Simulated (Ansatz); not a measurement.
**Scan of one atom of the cell for TiO2 (anatase)**

TiO₂ (anatase)

```xyz
6
Lattice="-1.8890 1.8890 4.7943 1.8890 -1.8890 4.7943 1.8890 1.8890 -4.7943" Properties=species:S:1:pos:R:3 pbc="T T T"
Ti     0.0000     0.0000     4.7943
Ti     1.8890     0.0000     2.3972
O      0.0000     0.0000     2.8074
O      1.8890     0.0000     0.4102
O      1.8890     0.0000     4.3841
O      0.0000     0.0000     6.7813
```

Scan: atom 2 (Ti, nearest neighbour O at 1.933 Å; its periodic images, 3.8 Å or more away, move with it) is displaced along Cartesian [111], direction (0.577, 0.577, 0.577) in Cartesian axes, by s. The other atoms stay.

The numbers are results of r2SCAN (plane waves to 500 eV, PAW, scalar-relativistic; Ansatz, a quantum-chemistry and plane-wave program), not measurements. k mesh 10×10×10 (Γ-centred), Fermi-Dirac smearing 0.05 eV. Energies are smeared free energies. Compression counts positive. Left out: 4 of 11 points, with atoms too close for the PAW data. F∥ is the force on the atom along that direction. F⊥ is the part of the force across the line. The PAW data are Ansatz's earlier set. TiO2 is run without spin polarisation. TiO2 was relaxed with its symmetry unable to fall. The zero of ΔE is the undisplaced structure.

| s (Å) | ΔE (eV/cell) | |F⊥| (eV/Å) | F∥ (eV/Å) | P (GPa) |
|---|---|---|---|---|
| -0.348 | 0.693 | 2.099 | 4.817 | 7.5 |
| -0.232 | 0.267 | 1.337 | 2.629 | 3.3 |
| -0.116 | 0.059 | 0.703 | 1.064 | 0.8 |
| 0.000 | 0.000 | 0.000 | 0.000 | 0.0 |
| 0.116 | 0.059 | 0.703 | -1.064 | 0.8 |
| 0.232 | 0.267 | 1.337 | -2.629 | 3.3 |
| 0.348 | 0.693 | 2.099 | -4.817 | 7.5 |

Key numbers:

The energy at s = 0.348 Å is 693 meV/cell. The force along the line at s = -0.348 Å is 4.82 eV/Å. The force constant k = d²E/ds² at s = 0 (finite differences) is 8.46 eV/Å². Symmetry of the curve: even: the same for both signs. Shape of the curve: a single well with its minimum at or next to zero displacement. Harmonic estimate at the end of the scan: ½ks² = 512 meV/cell against the computed 693 meV/cell, so the well is stiffer than harmonic there.

(For displaced atoms, the force is minus the slope of the energy, and its curvature is a force constant, which sets phonon frequencies.)
